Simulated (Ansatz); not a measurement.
A: MoS₂ (2H-MoS2 type, space group P6_3/mmc), a = 3.1494 Å, b = 3.1494 Å, c = 12.0915 Å, α = 90.00°, β = 90.00°, γ = 120.00°
B: BN (h-BN type, space group P6_3/mmc), a = b = 2.506 Å, c = 6.616 Å, α = β = 90.00°, γ = 120.00°
C: TaS2 (CdI2 type), a = b = 3.3294 Å, c = 5.7862 Å, α = β = 90.00°, γ = 120.00°

Scan: energy against volume (even scaling of the relaxed cell, symmetry kept). All come from one method, each on a k mesh of its own. All were relaxed with their symmetry unable to fall. MoS2 is run without spin polarisation. Spin-orbit coupling is left out. TaS2 is run without spin polarisation. The PAW data are Ansatz's earlier set.

Q: Rank these by bulk modulus at fixed cell shape (fitted) (lowest first), as PBE-D3(BJ) (plane waves to 420 eV, PAW, scalar-relativistic; Ansatz, an electronic-structure program) gives it.

A: C (59.5 GPa), A (75.2 GPa), B (243 GPa)

(Under strain, the slope of the energy per volume gives the stress and its curvature an elastic modulus.)
